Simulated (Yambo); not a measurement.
Quantum ESPRESSO input (PBEsol, PseudoDojo standard norm-conserving files, scalar-relativistic) whose wavefunctions are converted with p2y:

```
&CONTROL
  calculation = 'nscf'
  pseudo_dir = './pseudo'
  outdir = './out'
/
&SYSTEM
  ibrav = 0
  nat = 2
  ntyp = 2
  ecutwfc = 74.0
  ecutrho = 296.0
  occupations = 'fixed'
  force_symmorphic = .true.
  nbnd = 150
/
&ELECTRONS
  conv_thr = 2e-09
  diago_full_acc = .true.
  diago_thr_init = 1e-08
/
ATOMIC_SPECIES
Li 6.9400 Li.upf
Br 79.9040 Br.upf
CELL_PARAMETERS angstrom
  0.000000000000   2.704840294000   2.704840294000
  2.704840294000   0.000000000000   2.704840294000
  2.704840294000   2.704840294000   0.000000000000
ATOMIC_POSITIONS crystal
Li   0.000000000000   0.000000000000   0.000000000000
Br   0.500000000000   0.500000000000   0.500000000000
K_POINTS automatic
4 4 4 0 0 0
```

Yambo's initialisation report on symmetry, reciprocal space, the k grid and the gaps on this mesh:

```
  [02.02] Symmetries
  ==================

  Inversion symmetry    : yes
  Spatial inversion     : yes
  Inversion index       :  25
  K-space Time-reversal : no
  Magnetic symmetries   : no
  Group table correct   : yes
  Symmetries units      :  [cc]

  [02.03] Reciprocal space
  ========================

  nG shells         :  263
  nG charge         :  22995
  nG WFs            :   3592
  nC WFs            :  2884
  G-vecs. in first 26 shells:  [ Number ]
     1    9   15   27   51   59   65   89  113
    137   169   181   229   259   283   307   331   339
    387   411   459   531   537   561   609   645
  ...
  Shell energy in first 26 shells:  [ mHa ]
    0.00000      566.644      755.525      1511.05      2077.69      2266.57      3022.10      3588.74      3777.62
    4533.15      5099.79      6044.20      6610.84      6799.72      7555.25      8121.89      8310.77      9066.30
    9632.94      9821.82      10577.3      11144.0      12088.4      12655.0      12843.9      13599.4
  ...

  [02.04] K-grid lattice
  ======================

  Compatible Grid is   : 3D
  Base K vectors       :  K_min[ 1 ]  K_min[ 2 ]  K_min[ 3 ]
  K_min[ 1 ] :  0.000000  0.250000  0.000000 [rlu]
  K_min[ 2 ] : -0.250000  0.000000  0.000000 [rlu]
  K_min[ 3 ] :  0.000000  0.000000  0.250000 [rlu]
  Grid dimensions      :   4   4   4
  K lattice UC volume  :  0.014511 [a.u.]

  IBZ K-points                                      :   8
  BZ  K-points                                      :   64

  K/Q-points units:
  rlu = crystal or reduced units; cc = cartesian coordinates; iku = interal k-units

  K [1]          [rlu]:  0.000000  0.000000  0.000000
         WF components:  2837
  K [2]          [rlu]:  0.000000  0.000000  0.250000
         WF components:  2872
  K [3]          [rlu]:  0.000000  0.000000 -0.500000
         WF components:  2884
  K [4]          [rlu]:  0.000000  0.250000  0.250000
         WF components:  2858
  K [5]          [rlu]:  0.000000  0.250000 -0.500000
         WF components:  2880
  K [6]          [rlu]:  0.000000  0.250000 -0.250000
         WF components:  2878
  K [7]          [rlu]:  0.000000 -0.500000 -0.500000
         WF components:  2874
  K [8]          [rlu]:  0.250000 -0.500000 -0.250000
         WF components:  2872

  [02.05] Energies & Occupations
  ==============================

  [X] === General ===
  [X] Electronic Temperature                        :  0.000000  0.000000 [eV K]
  [X] Bosonic    Temperature                        :  0.000000  0.000000 [eV K]
  [X] Finite Temperature mode                       : no
  [X] El. density                                   :  0.25267E+24 [cm-3]
  [X] Fermi Level                                   :  2.383055 [eV]

  [X] === Gaps and Widths ===
  [X] Conduction Band Min                           :  4.988625 [eV]
  [X] Valence Band Max                              :  0.000000 [eV]
  [X] Filled Bands                                  :   5
  [X] Empty Bands                                   :    6  150
  [X] Direct Gap                                    :  4.988625 [eV]
  [X] Direct Gap localized at k                     :  1
  [X] Indirect Gap                                  :  4.988625 [eV]
  [X] Indirect Gap between kpts                     :  1  1
  [X] Last valence band width                       :  1.255889 [eV]
  [X] 1st conduction band width                     :  3.133209 [eV]
```
The gaps are PBEsol values on this mesh alone; only operations without fractional translations are kept.

Spin-orbit coupling is not included.

Geometry relaxed with PBEsol.
